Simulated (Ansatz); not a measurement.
Here is the system:

Cu (fcc, Cu type)

```
Cu
1.0
    0.00000     3.62969     3.62969
    1.81485     0.00000     1.81485
    1.81485     1.81485     0.00000
Cu
2
Direct
  0.00000   0.00000   0.00000
  0.50000   0.00000   0.00000
```

The atoms are displaced by Q × the pattern below (from a DFPT mode at L = (0.5, 0.0, 0.0), largest move 1; Q in Å), at fixed cell. It is one choice among 2 degenerate patterns. (q is in reciprocal vectors of the primitive cell; the cell shown is doubled to hold the pattern.)

```json
[
 {"atom": "Cu1", "x": "-0.285", "y": "0.520", "z": "-0.805"},
 {"atom": "Cu2", "x": "0.285", "y": "-0.520", "z": "0.805"}
]
```

These are PBE (plane waves to 420 eV, PAW, scalar-relativistic; Ansatz, an electronic-structure program) values and carry that method's errors. k mesh 11×22×22 (Γ-centred), Fermi-Dirac smearing 0.05 eV. Energies are smeared free energies. With partly filled bands, energies and forces of such displacements shift with the k mesh and the smearing. Cu is run without spin polarisation. Cu was relaxed with its symmetry unable to fall. ΔE is measured from the undisplaced structure.

The scan covers Q from -0.280 to 0.280 Å in 13 points.

Problem. Which space group does the distorted structure have?

Solution. P-1 (No. 2), lowered from Fm-3m.

Problem. Is this a single well or a double well?

Solution. A single well with its minimum at or next to zero displacement.

Problem. What is the energy change at Q = 0.280 Å?

Solution. 210 meV/cell.

Problem. What harmonic wavenumber does the curvature at Q = 0 give?

Solution. 113 cm⁻¹.

(A displaced cell: forces are minus the slopes of the energy, force constants its curvatures, and phonons follow from these.)
